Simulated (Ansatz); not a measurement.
CoSi2 in space group Cmcm (No. 63; Si on 4c, Si on 4c, Co on 4c), DFT-PBE in the program Ansatz with PAW potentials, all energies at zero smearing, with the estimated change up to a 700 eV cutoff added, with one set of potentials and settings (totals compare only within such a set). Cell of 6 atoms (4 Si, 2 Co): -12795.717 eV.

```tsv
element	reference phase	E (eV/atom)
Si	Fd-3m, 2 atoms in the cell	-635.8096
Co	P6_3/mmc, 2 atoms in the cell, spin-polarised	-5126.1559
```

Formation energy per atom, worked out: (-12795.717 − 4×(-635.8096) − 2×(-5126.1559))/6 = -0.028 eV/atom (-3 kJ per mol of atoms), at 0 K, without zero-point energy or fitted corrections.

The cell is a constructed one: a structure type filled with these elements; neither database checked (COD, Materials Project) lists it. It is not the phase usual at ambient conditions (space group No. 225). The PBE relaxation kept the symmetry of its start; its stability against distortions is not shown here. The workflow began spin-polarised and lost its moments. The references are the lowest solids computed at this level, not always the standard phases.

Potentials: the later of the program's two PAW sets.
